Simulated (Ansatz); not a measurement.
# TiAl3Ni2: stable or not

The structure comes from a generated guess, relaxed at this level; another structure or a mixture of phases may lie lower.

All numbers below come from Ansatz, DFT PBE, scalar-relativistic, plane waves, PAW. Settings of the last relaxation (6-atom cell): 420 eV, 12×12×8 k points, Gaussian smearing of 0.10 eV, no spin polarisation.

Space group P-3m1 (No. 164). a = 4.183 Å, b = 4.183 Å, c = 5.430 Å, α = 90.00°, β = 90.00°, γ = 120.00°
```json
{"atom": "Ti", "site": "1b", "symmetry": "-3m.", "x": "0.0000", "y": "0.0000", "z": "0.5000"}
{"atom": "Al", "site": "2d", "symmetry": "3m.", "x": "0.3333", "y": "0.6667", "z": "0.2537"}
{"atom": "Al", "site": "1a", "symmetry": "-3m.", "x": "0.0000", "y": "0.0000", "z": "0.0000"}
{"atom": "Ni", "site": "2d", "symmetry": "3m.", "x": "0.3333", "y": "0.6667", "z": "0.7533"}
```

Energies over the elements count from the elements' standard structures at the same level, with no fitted energy shifts.

Question: These tests were run: energy against the elements; phonons on a 2×2×1 q mesh. What do they show?

Answer:

```json
{"test": "energy against the elements", "result": "−0.51 eV/atom"}
{"test": "phonons on a 2×2×1 q mesh", "result": "imaginary modes down to 42i cm⁻¹"}
```

It fails one test: phonons on a 2×2×1 q mesh. So it isn't even a local minimum.

Trial moments died out on the coarse mesh, so the last step has no spin; another magnetic start might hold. The run for the phonons used a 12×12×8 k mesh and Fermi–Dirac smearing of 0.15 eV.
